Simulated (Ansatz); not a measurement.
A trial cell of ErSc2Sb3, before relaxation:

```cif
data_structure
_symmetry_space_group_name_H-M 'C2/m'
_symmetry_Int_Tables_number 12
_cell_length_a 10.6825
_cell_length_b 5.6599
_cell_length_c 5.2871
_cell_angle_alpha 90.000
_cell_angle_beta 113.383
_cell_angle_gamma 90.000
_cell_volume 293.41
loop_
_atom_site_label
_atom_site_type_symbol
_atom_site_symmetry_multiplicity
_atom_site_Wyckoff_symbol
_atom_site_fract_x
_atom_site_fract_y
_atom_site_fract_z
_atom_site_occupancy
Er1 Er 2 b 0.00000 0.50000 0.00000 1
Sc1 Sc 4 i 0.62425 0.50000 0.81162 1
Sb1 Sb 4 i 0.65143 0.50000 0.41040 1
Sb2 Sb 2 d 0.00000 0.50000 0.50000 1
```

Theory: DFT PBE, scalar-relativistic, plane waves, PAW, and for the lanthanide a 4f-in-core norm-conserving potential, in Ansatz 0.2.0. Cutoff 770 eV, Gaussian smearing, Γ-centred meshes. Cell and atoms relax first on a coarse mesh, the cell is then made exact in the group found at 0.06 to 0.08 Å, and last on a converged mesh; the steps can't lower the symmetry of their start. No spin polarisation.

A guess keeps its type if space group and coordination stay and the shape of the cell changes little (axis ratios within about 15 %, angles within 6°); the volume may change.

Question: Will the relaxed cell still be of the starting type?

Answer: It doesn't keep its type. The symmetry goes from C2/m (No. 12) to Immm (No. 71). The volume per atom grows by 9.1 %, from 24.5 to 26.7 Å³. The shortest distance goes from 2.25 Å (Sc–Sb) to 2.94 Å (Sc–Sb). Counting neighbours within 15 % of an atom's shortest distance, the start has Er 2, Sb 1/2, Sc 1 and the end Er 6, Sb 6, Sc 6. In detail, at the end Er is surrounded by 6 Sb at 3.00–3.04 Å; Sc is surrounded by 6 Sb at 2.94–3.00 Å; Sb on a site of symmetry mm2 is surrounded by 4 Sc at 2.94–3.00 Å and 2 Er at 3.04 Å; 1 more site not described.

```cif
data_structure
_symmetry_space_group_name_H-M 'Immm'
_symmetry_Int_Tables_number 71
_cell_length_a 4.2216
_cell_length_b 5.9912
_cell_length_c 12.6567
_cell_angle_alpha 90.000
_cell_angle_beta 90.000
_cell_angle_gamma 90.000
_cell_volume 320.12
loop_
_atom_site_label
_atom_site_type_symbol
_atom_site_symmetry_multiplicity
_atom_site_Wyckoff_symbol
_atom_site_fract_x
_atom_site_fract_y
_atom_site_fract_z
_atom_site_occupancy
Er1 Er 2 b 0.50000 0.00000 0.00000 1
Sc1 Sc 4 j 0.50000 0.00000 0.66461 1
Sb1 Sb 4 i 0.50000 0.50000 0.67339 1
Sb2 Sb 2 c 0.50000 0.50000 0.00000 1
```

The last run used a 10×10×10 mesh for its 6-atom cell and Gaussian smearing of 0.10 eV. These runs have no spin–orbit coupling, which can matter for Sb. Trial moments died out on the coarse mesh, so the last step has no spin; another magnetic start might hold. A structure relaxed within its symmetry needn't be a true minimum.

The lanthanide is trivalent by construction, without f bands, f moments or other valences.

In counts of neighbours, a slash parts the counts of unlike sites.
